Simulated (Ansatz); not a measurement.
What settings do to one calculation: O started on a P site next to an Al vacancy in zincblende AlP, 15 atoms, charge −1

Ansatz (PAW, plane waves), atoms fixed. The base input:

```yaml
crystal:
  lattice:
    - [10.940000, 0.000000, 0.000000]
    - [0.000000, 5.470000, 0.000000]
    - [0.000000, 0.000000, 5.470000]
  atoms:
    - { symbol: Al, position: [0.002213, 0.013101, 0.001216] }
    - { symbol: Al, position: [0.252518, 0.524990, 0.992161] }
    - { symbol: Al, position: [0.753579, 0.490157, 0.005300], spin: 0.143 }
    - { symbol: Al, position: [0.256671, 0.997372, 0.493566] }
    - { symbol: Al, position: [0.744998, 0.999860, 0.518560], spin: 0.143 }
    - { symbol: Al, position: [0.014625, 0.506971, 0.502502] }
    - { symbol: Al, position: [0.498481, 0.521881, 0.502743], spin: 0.143 }
    - { symbol: P, position: [0.124319, 0.248188, 0.265962] }
    - { symbol: P, position: [0.372699, 0.748402, 0.269665], spin: 0.143 }
    - { symbol: P, position: [0.880683, 0.756771, 0.246147] }
    - { symbol: P, position: [0.373042, 0.243544, 0.750227], spin: 0.143 }
    - { symbol: P, position: [0.865391, 0.235328, 0.760646] }
    - { symbol: P, position: [0.125855, 0.746688, 0.739906] }
    - { symbol: P, position: [0.636799, 0.748078, 0.763225], spin: 0.143 }
    - { symbol: O, position: [0.626125, 0.234364, 0.261617], spin: 0.143 }
  symmetry: { detect: false }
kpoints:
  mp_grid: { grid: [1, 1, 1], shift: [0.25, 0.25, 0.25] }
hamiltonian:
  xc: pbesol
total_charge: -1
magnetization:
  spin_polarized: true
scf:
  occupations: { method: fermi_dirac, width: 0.01 }
output:
  forces: true
  eigenvalues: true
  populations: true
  charged_corrections: { epsilon: 9.8 }
```

Command:

```sh
ansatz run in.yaml --threads 2 --pin off --max-ram 20900MiB --runs-dir r --events-out ev --progress --plain
```

It converged in 15 iterations and 4 s of wall time on 2 threads of an EPYC 7R13 processor, on a host shared with other runs; peak host memory 0.71 GiB; largest force component 2.47 eV/Å. The cutoff was the default, 420 eV. The base isn't a converged reference: it has few k points, and its atoms are unrelaxed. Each run below changes the keys shown and caps the iterations.

```
run                                                                             changed     ending  iterations  free energy less the base (meV per atom)  rms change of forces (eV/Å)  change of pressure (GPa)  wall time (s, shared host)
  1                                       ecutrho_ratio 3, n_extra_bands 4, max_iter 70  converged          15                                       0.0                        0.000                         –                     2.9 CPU
  2                                                        ecutrho_ratio 6, max_iter 90  converged          15                                       0.0                        0.000                         –                     4.1 CPU
  3                                                        max_iter 80, total_charge -2  converged          14                                other zero                        0.550                         –                     3.7 CPU
  4              width 0.001 eV, dispersion d3bj, mixing algorithm broyden, max_iter 80  converged          17                                other zero                        0.016                         –                     4.3 CPU
  5                                ecutwfc 300 eV, initial_magnetization 4, max_iter 90  converged          16                                      65.7                        0.018                         –                     4.7 CPU
  6  ecutwfc 300 eV, max_iter 90, k points the single k point (½, ½, ½), total_charge 1  converged          31                                other zero                        0.617                         –                     2.1 CPU
```

«Other zero»: another functional, charge or dispersion term moves the zero of energy, so the difference says nothing of accuracy.

Problem. Which changes leave the result alone, and which of the same physical model moves the forces most?

Solution. The forces move by under 0.002 eV/Å in runs 1, 2. Run 5 (ecutwfc 300 eV, initial_magnetization 4, max_iter 90) moves them most among the runs with the same functional, charge and dispersion term, by 0.018 eV/Å.
